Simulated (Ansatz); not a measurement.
ScAlN2:
```cif
data_AlN2Sc
_chemical_formula_sum 'Sc1 N2 Al1'
_space_group_name_H-M_alt 'P3m1'
_space_group_IT_number 156
_space_group_name_Hall 'P 3 -2"'
_cell_length_a 3.32270
_cell_length_b 3.32270
_cell_length_c 5.16885
_cell_angle_alpha 90.000
_cell_angle_beta 90.000
_cell_angle_gamma 120.000
loop_
_atom_site_label
_atom_site_type_symbol
_atom_site_symmetry_multiplicity
_atom_site_Wyckoff_symbol
_atom_site_fract_x
_atom_site_fract_y
_atom_site_fract_z
_atom_site_occupancy
Sc1 Sc 1 b 0.33333 0.66667 0.99077 1
N1 N 1 b 0.33333 0.66667 0.40830 1
Al1 Al 1 c 0.66667 0.33333 0.50402 1
N2 N 1 c 0.66667 0.33333 0.86691 1
```

Relaxed at zero pressure with the program Ansatz at the r²SCAN level (PAW).

Q: The volume is raised by 6 % and shape and atoms relax at that volume. What pressure results, and how do the axes share the change?

A: -8.8 GPa; a 1.7 %, b 1.7 %, c 2.6 %; the energy rises by 21 meV/atom.

Q: Give the new structure.

A: 
Space group P3m1 (No. 156); a = b = 3.378 Å, c = 5.302 Å, α = β = 90.00°, γ = 120.00°

| atom | site | symmetry | x | y | z |
|---|---|---|---|---|---|
| Sc | 1b | 3m. | 0.3333 | 0.6667 | 0.9911 |
| N | 1b | 3m. | 0.3333 | 0.6667 | 0.4066 |
| Al | 1c | 3m. | 0.6667 | 0.3333 | 0.5065 |
| N | 1c | 3m. | 0.6667 | 0.3333 | 0.8659 |

The phase is kept; no other phase was compared at this pressure.

The start of the workflow was typed in or built on a structure type; neither database checked (COD, Materials Project) lists it. Its standing as an ambient phase is unchecked. The cell was relaxed with r²SCAN under the symmetry of its start; its stability against distortions is not shown here. The run is not spin-polarised.

Potentials: the earlier of the program's two PAW sets.
